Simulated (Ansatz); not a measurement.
Here is the system:

AlBRu$_{3}$:
```
CELL_PARAMETERS angstrom
      4.02736     0.00000     0.00000
      0.00000     4.02736     0.00000
      0.00000     0.00000     4.02736
ATOMIC_POSITIONS crystal
  Al 0.00000 0.00000 0.00000
  Ru 0.00000 0.50000 0.50000
  Ru 0.50000 0.00000 0.50000
  Ru 0.50000 0.50000 0.00000
  B  0.50000 0.50000 0.50000
```

This is the r²SCAN-relaxed structure.

Question: All from plane-wave PAW r²SCAN (Ansatz code), unless another level is named. Estimate the formation energy from the elements (no fitted shifts).

Answer: -0.11 eV/atom.

Question: Predict the density of states at the Fermi level.

Answer: 1.3 states/eV per atom (mean over ±0.08 eV).

Question: And the gap with spin–orbit coupling?

Answer: none (metallic).

Space group Pm-3m (cubic perovskite). The start of the workflow was typed in or built on a structure type; neither database checked (COD, Materials Project) lists it. Whether it is the stable phase at ambient conditions was not checked. The cell was relaxed with r²SCAN under the symmetry of its start; whether a distortion lowers the energy is not shown. No spin polarisation was allowed. The volume moved by -15 % from the start of the relaxation. The references are the lowest solids computed at this level, not always the standard phases. Scalar-relativistic: spin–orbit coupling is off unless named, which matters more the heavier the elements.

Potentials: the earlier of the program's two PAW sets.
